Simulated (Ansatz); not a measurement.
This cell of BP (zinc blende) is off equilibrium:

```
BP
1.0
    0.00000     2.31153     2.31153
    2.31153     0.00000     2.31153
    2.31153     2.31153     0.00000
P B
1 1
Direct
  0.75000   0.75000   0.75000
  0.00000   0.00000   0.00000
```

Calculation: PBE (plane waves to 420 eV, PAW, scalar-relativistic; Ansatz, a first-principles code). k mesh 12×12×12 (Γ-centred), Fermi-Dirac smearing 0.05 eV. Energies are smeared free energies. Compression counts positive. BP was relaxed with its symmetry unable to fall.

Problem. Give the stress tensor in GPa and the pressure.

Solution. 
```
   -7.2      0.0      0.0
    0.0     -7.2      0.0
    0.0      0.0     -7.2
```
The pressure, a third of the trace, is -7.2 GPa.

Problem. It is the relaxed cell scaled evenly to V/V₀ = 1.050, atoms relaxed where free. What is its energy relative to the relaxed cell?

Solution. 13.8 meV/atom.

(Under strain, the slope of the energy per volume gives the stress and its curvature an elastic modulus.)
